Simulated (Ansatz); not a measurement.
VN in space group P2_13 (No. 198; V on 4a, N on 4a), the program Ansatz at the PBE level (PAW), all energies at zero smearing, with the estimated change up to a 700 eV cutoff added, with one set of potentials and settings (totals compare only within such a set). Cell of 8 atoms (4 V, 4 N): -13193.441 eV.

```json
[
 {"element": "V", "reference phase": "Im-3m, 1 atoms in the cell", "E (eV/atom)": "-2912.4140"},
 {"element": "N", "reference phase": "Pa-3, 8 atoms in the cell", "E (eV/atom)": "-384.0325"}
]
```

Formation energy per atom, worked out: (-13193.441 − 4×(-2912.4140) − 4×(-384.0325))/8 = -0.957 eV/atom (-92 kJ per mol of atoms), at 0 K, without zero-point energy or fitted corrections.

The cell is a constructed one: a structure type filled with these elements; neither database checked (COD, Materials Project) lists it. It is not the phase usual at ambient conditions (space group No. 225). Symmetry was held in the PBE relaxation; whether a distortion lowers the energy is not shown. The workflow began spin-polarised and lost its moments. The references are the lowest solids computed at this level, not always the standard phases (solids in place of the gases).

Potentials: the later of the program's two PAW sets.
